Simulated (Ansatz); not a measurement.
**Structure relaxation, Pt**

The start is a relaxed Pt cell displaced along its unstable phonon at q = (½, 0, 0) of its primitive reciprocal cell (23i cm⁻¹), largest move 0.15 Å. A full variable-cell relaxation at zero pressure is run with PBE (plane waves to 420 eV, PAW, scalar-relativistic; Ansatz, a quantum-chemistry and plane-wave program). The first steps use a coarse 6×12×12 k-mesh.

The start:
```yaml
crystal:
  lattice:
    - [5.24811, 0.00000, 0.00000]
    - [0.00000, 2.62406, 0.00000]
    - [0.00000, 0.00000, 2.62406]
  atoms:
    - { symbol: Pt, position: [0.00000, 0.00000, 0.94284] }
    - { symbol: Pt, position: [0.50000, 0.00000, 0.05716] }
```

### Question
How does the volume change?

### Answer
-6.7 %, from 18.07 to 16.85 Å³/atom.

### Question
Is the parent structure recovered?

### Answer
It does not go back: it reaches P6/mmm (No. 191), AFLOW prototype A_hP1_191_a (A_f, as in Sn), 0.32 eV/atom below the parent.

### Question
Is the relaxed structure metallic? Give its gap.

### Answer
Zero (metallic).

Final values are on a 20×20×17 k-mesh of the relaxed cell. No spin polarisation in the result.

The run could not lose the symmetry of its start, so the end can be a saddle point.

The relaxed structure here is a generated cell of Pt: the first start was made by placing the elements on the sites of a structure type, and the end was not matched to a known phase here, so it may be hypothetical. Known forms of Pt include space group No. 225.
